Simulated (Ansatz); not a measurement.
The slice is one period of a (0001) plane through atoms; its size isn't given.

Method: r2SCAN (plane waves to 500 eV, PAW, scalar-relativistic; Ansatz, a program for electronic structure). Near the nuclei the fields are pseudised (PAW); where an atom keeps semicore shells as valence, they peak there.

```
|999874210001247899|
|999863210001236899|
|998642110001124689|
|776431110001113467|
|544211100000111244|
|221110000000001112|
|000000000000000000|
|000000001110000000|
|000000011111000000|
|000000122222100000|
|000001244544210000|
|000013467776431000|
|000124689998642100|
|000136899999863100|
|000247999999974200|
|000247999999974200|
|001247899999874210|
|001236899999863210|
|001124689998642110|
|001113467776431110|
|000111244544211100|
|000001112221110000|
|000000000000000000|
|110000000000000001|
|111000000000000011|
|222100000000000122|
|544210000000001244|
|776431000000013467|
|998642100000124689|
|999863100000136899|
|999974200000247999|
|999974200000247999|
```
Scale: ten equal steps from -1.10 (start of '0') to 0.55 (end of '9'), in the order '0123456789'. Values: log₁₀ of the valence density in e/Å³. The map has 18 points along u (one character each, u = 0 at the left) and 32 along v (v = 0 in the bottom row). The scale is logarithmic, as a density can span decades between atoms and voids.

```
|xxxxxx@@%%==    ::--::    ==%%@@xxxx|
|xxxx@@@@##::  ..--++--..  ::##@@@@xx|
|@@@@@@%%==..  ::++**++::  ..==%%@@@@|
|@@@@%%++..  ..==######==..  ..++%%@@|
|++++--..    ::**%%%%%%**::    ..--++|
|          ..==**%%%%%%**==..        |
|        ..--==++******++==--..      |
|    ....::::--------------::::....  |
|::::::::......          ......::::::|
|----::..          ..          ..::--|
|----..      ..--==++==--..      ..--|
|--::..    ..++##%%@@%%##++..    ..::|
|::..    ..++%%@@@@@@@@@@%%++..    ..|
|::..    ::##@@@@xxxxxx@@@@##::    ..|
|::..    ==%%@@xxxxxxxxxx@@%%==    ..|
|::..    ==@@@@xxxxxxxxxx@@@@==    ..|
|--::    ==%%@@xxxxxxxxxx@@%%==    ::|
|++--..  ::##@@@@xxxxxx@@@@##::  ..--|
|**++::  ..==%%@@@@@@@@@@%%==..  ::++|
|####==..  ..++%%@@@@@@%%++..  ..==##|
|%%%%**::    ..--++++++--..    ::**%%|
|%%%%**==..                  ..==**%%|
|****++==--..              ..--==++**|
|--------::::....      ....::::------|
|      ......::::::::::::::......    |
|..          ..::------::..          |
|++==--..      ..------..      ..--==|
|@@%%##++..    ..::--::..    ..++##%%|
|@@@@@@%%++..    ..::..    ..++%%@@@@|
|xxxx@@@@##::    ..::..    ::##@@@@xx|
|xxxxxx@@%%==    ..::..    ==%%@@xxxx|
|xxxxxx@@@@==    ..::..    ==@@@@xxxx|
```
Scale: ten equal steps from 0.07 (start of ' ') to 0.87 (end of '@'), in the order ' .:-=+*#%@'. Values: electron localisation function (ELF). The map has 18 points along u (two characters each, u = 0 at the left) and 32 along v (v = 0 in the bottom row). Points within 0.5 Å of a nucleus are blanked (x), as the pseudised field means little there.

Which relaxed crystal do these maps come from?
A) Mg (hcp, Mg type)
B) Y (hcp, Mg type)
C) Zn (hcp, Mg type)

B, Y (hcp, Mg type). Atoms on the slice: Y at (0.00, 0.00); Y at (0.50, 0.50)

All were relaxed with their symmetry unable to fall. The PAW data are Ansatz's earlier set. Y is run without spin polarisation.
